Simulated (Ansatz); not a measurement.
# Surface calculation: hcp Ti (10-10), 2 layers

The slab is cut from the hcp crystal, the stable phase, as relaxed on PAW files (16.11 Å³/atom), with 16 Å of vacuum and a dipole correction:

```
CELL_PARAMETERS angstrom
2.86393 0.00000 0.00000
0.00000 4.53503 0.00000
0.00000 0.00000 16.82670
ATOMIC_POSITIONS crystal
Ti 0.75000 0.75000 0.47543
Ti 0.25000 0.25000 0.52457
```

Computed with Ansatz 0.2.0; functional LDA, scalar-relativistic. Settings: a Γ-centred 14×9×1 k mesh, Fermi–Dirac smearing of 0.05 eV, no spin polarisation. Methods: LAPW: all electrons, basis error target 1 meV/atom; PAW: frozen-core files, cutoff 420 eV.

The bulk energy comes from a cell in the slab's orientation on a 14×9×8 mesh. The surface energy is (E(slab) − N·E(bulk))/2A at zero smearing, the mean of both faces; thin slabs carry quantum-size effects.

The PAW files were made under PBE.

**Question.** As cut, the LAPW slab lies 4.117 eV above 2 atoms of bulk. What surface energy is that?

**Answer.** Over two faces of 12.99 Å² it is 158.5 meV/Å², and times 16.02 J/m² per eV/Å² that gives γ = 2.539 J/m².

```json
{"method": "LAPW", "γ as cut (J/m²)": "2.539", "γ relaxed (J/m²)": "2.531", "Φ as cut (eV)": "4.19", "Φ relaxed (eV)": "4.37"}
{"method": "PAW", "γ as cut (J/m²)": "2.539", "γ relaxed (J/m²)": "2.530", "Φ as cut (eV)": "4.20", "Φ relaxed (eV)": "4.37"}
```

**Question.** How do the spacings between the planes relax?

**Answer.** From the bottom face up: d12 -15.7 % of 0.827 Å.

**Question.** A field of 0.5 V/Å is applied along the normal, atoms held. What follows?

**Answer.** LAPW finds an induced dipole of 0.1660 e·Å a cell (PAW 0.1660), that is 4.63 Å for 4πα over the area, against 0.70 Å between the outer atoms.
